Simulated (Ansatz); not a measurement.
MgO:
Space group R-3m, hexagonal axes (No. 166); a = 2.963 Å, b = 2.963 Å, c = 59.285 Å, α = 90.00°, β = 90.00°, γ = 120.00°

| atom | site | symmetry | x | y | z |
|---|---|---|---|---|---|
| Mg | 6c | 3m | 0.0000 | 0.0000 | 0.3756 |
| Mg | 6c | 3m | 0.0000 | 0.0000 | 0.2077 |
| Mg | 6c | 3m | 0.0000 | 0.0000 | 0.0846 |
| Mg | 3b | -3m | 0.0000 | 0.0000 | 0.5000 |
| Mg | 3a | -3m | 0.0000 | 0.0000 | 0.0000 |
| O | 6c | 3m | 0.0000 | 0.0000 | 0.1462 |
| O | 6c | 3m | 0.0000 | 0.0000 | 0.4385 |
| O | 6c | 3m | 0.0000 | 0.0000 | 0.3129 |
| O | 6c | 3m | 0.0000 | 0.0000 | 0.2692 |
(The calculation used a cell of 16 atoms; values per cell refer to that cell.)

Relaxed with r²SCAN. r²SCAN in the plane-wave PAW code Ansatz gives a gap of 4.98 eV.

Task: What gap does HSE06 give on the same cell (Ansatz, PAW)?

Result: 5.82 eV, 0.84 eV more. The hybrid was solved on a coarser mesh and at special points; its gap is the smallest among all of these.

```csv
k,v1 r²SCAN,c1 r²SCAN,v1 HSE06,c1 HSE06
Γ,-0.01,4.98,-0.01,5.82
T,-0.04,5.04,?,?
L,-0.46,7.33,?,?
F,-0.43,7.32,?,?
S0,-0.50,8.38,?,?
```

Task: Top valence (v1) and lowest conduction level (c1) in eV from each method's valence maximum (which need not be a listed point): supply the withheld HSE06 values.

Result: 
- S0, v1 HSE06: -0.54
- S0, c1 HSE06: 9.30
- T, v1 HSE06: -0.04
- T, c1 HSE06: 5.88
- F, v1 HSE06: -0.46
- F, c1 HSE06: 8.20
- L, v1 HSE06: -0.50
- L, c1 HSE06: 8.21

Cost on shared cores: the r²SCAN run (SCF on a 11×11×11 mesh, then bands and DOS) about 8 core-minutes (a rough figure), the HSE06 run (SCF on 6×6×6, then a few points) roughly 19 core-minutes; the tasks are unlike.

The workflow started from a Materials Project entry (that database holds measured and hypothetical structures alike); the Crystallography Open Database copy checked does not list it. It is not the phase usual at ambient conditions (space group No. 225). The r²SCAN relaxation kept the symmetry of its start; whether a distortion lowers the energy is not shown.

Potentials: the earlier of the program's two PAW sets.
